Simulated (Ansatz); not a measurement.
Relaxed RuB2 (space group Pmmn):

```yaml
crystal:
  lattice:
    - [5.66097, 0.00000, 0.00000]
    - [2.83048, 4.59779, 0.00000]
    - [0.00000, 0.00000, 4.00003]
  atoms:
    - { symbol: B, position: [0.59792, 0.80416, 0.36289] }
    - { symbol: B, position: [0.09792, 0.80416, 0.36289] }
    - { symbol: B, position: [0.90208, 0.19584, 0.36289] }
    - { symbol: B, position: [0.40208, 0.19584, 0.36289] }
    - { symbol: B, position: [0.90208, 0.69584, 0.63711] }
    - { symbol: B, position: [0.40208, 0.69584, 0.63711] }
    - { symbol: B, position: [0.09792, 0.30416, 0.63711] }
    - { symbol: B, position: [0.59792, 0.30416, 0.63711] }
    - { symbol: Ru, position: [0.00000, 0.00000, 0.84890] }
    - { symbol: Ru, position: [0.50000, 0.00000, 0.84890] }
    - { symbol: Ru, position: [0.00000, 0.50000, 0.15110] }
    - { symbol: Ru, position: [0.50000, 0.50000, 0.15110] }
```

The atoms are displaced by Q × the pattern below (from a DFPT mode at S = (0.5, 0.5, 0.0), largest move 1; Q in Å), at fixed cell. It is one choice among 2 degenerate patterns. (q is in reciprocal vectors of the primitive cell; the cell shown is doubled to hold the pattern.)

```
atom       x       y       z
----  ------  ------  ------
B1    -0.218  -0.138  -0.058
B2     0.218   0.138   0.058
B3    -0.218  -0.138   0.058
B4     0.218   0.138  -0.058
B5     0.033   0.922   0.386
B6    -0.033  -0.922  -0.386
B7    -0.033  -0.922   0.386
B8     0.033   0.922  -0.386
Ru9    0.000   0.000  -0.006
Ru10   0.000   0.000   0.006
Ru11   0.000   0.000  -0.038
Ru12   0.000   0.000   0.038
```

Method: LDA (plane waves to 420 eV, PAW, scalar-relativistic; Ansatz, a first-principles code). k mesh 10×10×12 (Γ-centred), Fermi-Dirac smearing 0.05 eV. Energies are smeared free energies. With partly filled bands, energies and forces of such displacements shift with the k mesh and the smearing. RuB2 is run without spin polarisation. RuB2 was relaxed with its symmetry unable to fall. ΔE is measured from the undisplaced structure.

```
Q (Å)   ΔE (meV/cell)
------  -------------
-0.280           4890
-0.187           1827
-0.093            408
0.000               0
0.093             408
0.187            1827
0.280            4890
```

### Question
Which DFPT wavenumber at S = (0.5, 0.5, 0.0) belongs to this mode?
(A) 724 cm⁻¹
(B) 150 cm⁻¹
(C) 467 cm⁻¹
(D) 262 cm⁻¹

### Answer
A, 724 cm⁻¹. The curvature of the scan gives 725 cm⁻¹

(For displaced atoms, the force is minus the slope of the energy, and its curvature is a force constant, which sets phonon frequencies.)
